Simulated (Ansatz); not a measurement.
C:
```
CELL_PARAMETERS angstrom
     -2.42920     2.42920     2.42920
      2.42920    -2.42920     2.42920
      2.42920     2.42920    -2.42920
ATOMIC_POSITIONS crystal
  C  0.32547 0.32547 0.32547
  C  0.00000 0.00000 0.67453
  C  0.00000 0.67453 0.00000
  C  0.67453 0.00000 0.00000
  C  0.00000 0.00000 0.32547
  C  0.67453 0.67453 0.67453
  C  0.00000 0.32547 0.00000
  C  0.32547 0.00000 0.00000
```

Relaxed with r²SCAN. r²SCAN (plane waves, PAW; program Ansatz) gives a gap of 3.06 eV.

### Question
What gap does HSE06 give on the same cell (Ansatz, PAW)?

### Answer
4.11 eV, 1.04 eV more. The hybrid was solved on a coarser mesh and at special points; its gap is the smallest among all of these.

```
k  v1 r²SCAN  c1 r²SCAN  v1 HSE06  c1 HSE06
-  ---------  ---------  --------  --------
Γ      -0.35       4.23     -0.42      5.36
H       0.00       4.16         ?         ?
P      -3.50       3.87         ?         ?
N      -2.23       4.15         ?         ?
```

### Question
Top valence (v1) and lowest conduction level (c1) in eV from each method's valence maximum (which need not be a listed point): supply the withheld HSE06 values.

### Answer

- H, v1 HSE06: 0.00
- H, c1 HSE06: 5.05
- N, v1 HSE06: -2.36
- N, c1 HSE06: 5.12
- P, v1 HSE06: -3.64
- P, c1 HSE06: 4.90

Cost on shared cores: the r²SCAN run (SCF on a 8×8×8 mesh, then bands and DOS) around 40 core-seconds (rough), the HSE06 run (SCF on 5×5×5, then a few points) roughly 110 core-seconds; the tasks are unlike.

Space group Im-3m. The start of the workflow was typed in or built on a structure type; neither database checked (COD, Materials Project) lists it. It is not the phase usual at ambient conditions (space group No. 194, 227). The r²SCAN relaxation kept the symmetry of its start; its stability against distortions is not shown here.

Potentials: the earlier of the program's two PAW sets.
